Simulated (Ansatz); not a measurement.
# A plane-wave run on Zr2Fe

Input file of Ansatz 0.2.0:

```yaml
crystal:
  lattice:
    - [-3.22123, 3.22123, 2.82318]
    - [3.22123, -3.22123, 2.82318]
    - [3.22123, 3.22123, -2.82318]
  atoms:
    - { symbol: Fe, position: [0.25, 0.25, 0.0] }
    - { symbol: Fe, position: [0.75, 0.75, 0.0] }
    - { symbol: Zr, position: [0.6728, 0.1728, 0.8456] }
    - { symbol: Zr, position: [0.1728, 0.3272, 0.5] }
    - { symbol: Zr, position: [0.3272, 0.8272, 0.1544] }
    - { symbol: Zr, position: [0.8272, 0.6728, 0.5] }
  symmetry: { tolerance: 0.0003 }
kpoints:
  mp_grid: { grid: [8, 8, 8], shift: [0, 0, 0] }
  band_path:
    path:
      - [0.0, 0.0, 0.0]
      - [0.0, 0.0, 0.5]
      - [-0.5, 0.5, 0.5]
      - [0.0, 0.0, 0.0]
      - [0.44203203, 0.44203203, -0.44203203]
      - [-0.44203203, 0.55796797, 0.44203203]
      - [-0.5, 0.5, 0.5]
      - [0.0, 0.0, 0.5]
      - [0.25, 0.25, 0.25]
      - [0.0, 0.5, 0.0]
      - [0.0, 0.0, 0.0]
    npoints: 7
magnetization:
  spin_polarized: false
scf:
  occupations: { method: gaussian, width: 0.0381 }
  lower_state_search: "off"
  max_iter: 200
hamiltonian:
  pseudopotentials: { kind: paw }
  xc: r2scan
basis:
  ecutwfc: 500
  fft_grid_basis: typed
output:
  forces: true
  stress: true
  eigenvalues: true
  bader: true
  populations: true
  elf: true
  write_potential: true
  volumetric_format: npy
  dos:
    e_range: [-12, 8]
    de: 0.05
    projected: { site_lists: { Fe: [Fe], Zr: [Zr] } }
checkpoint:
  read: saved_state
```

Launched with:

```sh
ansatz run input.yaml --threads 1 --pin off --max-ram 2560MiB --backend cpu --events-out ev --progress --plain --runs-dir out
```

The saved state is an earlier solution for the same cell, perhaps on another mesh. 

Parts of the output:

```
Free energy (F): -25751.3049 eV
Harris-Foulkes:  -25751.3049 eV  (|F-HF|=5.01e-8)
Internal energy: -25751.2990 eV  (E = F + TS)
E sigma→0 (E₀):  -25751.3020 eV
Entropy (-TS):   -0.0059 eV (-0.983 meV/atom)
Fermi energy:    14.3714 eV
--- Per-component energies (eV) ---
  E_band       = -977.7852
  E_kinetic    = 2033.5664
  E_local      = -8289.0353  (includes V_loc(G=0)·N_el)
  E_nonlocal   = 753.3164
  E_hartree    = 3295.8201
  E_xc         = -847.5874
  E_vxc        = -1179.1640  (∫ρ·V_xc dr)
  E_paw        = -14637.3991  (= ΣΔE_a)
  E_vpaw       = -962.6522  (= ΣTr[D̂ρ^β])
  E_aug_tail   = 0.0006  (compensation charges beyond the density's cutoff)
  E_vtau       = 74.5649  (kinetic-family band-sum trace: ∫τ·v_τ [+ j·A + Jᵃ·Aᵃ] dr)
  E_ewald      = -8058.7427
  E_core_change = -1.2379  (= ΣΔE_core)
  E_smearing   = -0.0059  (= −TS)
--- Forces (eV/Å), atoms counted from 1 ---
  atom   1  Fe     0.0000     0.0000     0.0000
  atom   2  Fe     0.0000     0.0000     0.0000
  atom   3  Zr     0.4866     0.4866     0.0000
  atom   4  Zr    -0.4866     0.4866     0.0000
  atom   5  Zr    -0.4866    -0.4866     0.0000
  atom   6  Zr     0.4866    -0.4866     0.0000
--- Stress (GPa, compression-positive) ---
       -8.7930       0.0000       0.0000
        0.0000      -8.7930       0.0000
        0.0000       0.0000      -3.7745
  P = ⅓ Tr σ = -7.1202 GPa (-71.202 kbar)
--- Löwdin populations: 6 sites ---
  site symbol       q [e]
     0     Fe     15.9164
     1     Fe     15.9164
     2     Zr     11.8712
     3     Zr     11.8712
     4     Zr     11.8712
     5     Zr     11.8712
  spilling = 0.0085 (of n_electrons = 80.0000)
--- Bader charges: 6 sites ---
  site symbol  charge [e]  shift [e]
     0     Fe     -1.8097     0.0000
     1     Fe     -1.8083     0.0000
     2     Zr      0.9045     0.0000
     3     Zr      0.9045     0.0000
     4     Zr      0.9045     0.0000
     5     Zr      0.9045     0.0000
```

Origin: a database entry at a rescaled volume. Caveats: no spin polarisation, so a magnetic state may lie lower.

Cost: 98 s on 1 thread of Intel(R) Xeon(R) Platinum 8488C (Sapphire Rapids), with other jobs on the host, peak memory 0.91 GiB (start from a saved density).
